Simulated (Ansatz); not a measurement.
According to the program Ansatz at the LDA level (PAW), BN in the hexagonal phase (P6_422; B on 3d, N on 3c) relaxes to a = 2.578 Å, c = 5.756 Å. Its formation energy from the elements is -58 kJ/mol of atoms, with no fitted shifts.

The Kohn–Sham gap is 3.65 eV (indirect). The valence maximum lies at Γ and the conduction minimum on the M–K line, 9 % of the way from M (6 equivalent valleys). The electron mass is 0.34, 0.39, 0.70 mₑ (principal values). The hole mass is 0.43, 2.2, 2.2 mₑ (principal values).

The bulk modulus is 407 GPa. The relaxed-ion elastic constants in GPa are C11 = 919, C12 = 166, C13 = 114, C33 = 1040, C44 = 360. The elastic constants imply a Debye temperature near 1870 K. Perturbation theory gives ε∞ = 6.12 (xx = yy), 6.25 (zz). Letting the ions move raises it to ε0 = 10.4 (xx = yy), 10.4 (zz). Born charges are B +2.09, N -2.09 e. The phonon dispersion is stable (no imaginary branch). Without the LO–TO term the highest mode at Γ lies at 1143 cm^-1.

The start of the workflow was typed in or built on a structure type; neither database checked (COD, Materials Project) lists it. It is not the phase usual at ambient conditions (space group No. 186, 194, 216). The LDA relaxation kept the symmetry of its start. The volume moved by -34 % from the start of the relaxation. The references are the lowest solids computed at this level, not always the standard phases (solids in place of the gases).

Potentials: the later of the program's two PAW sets.
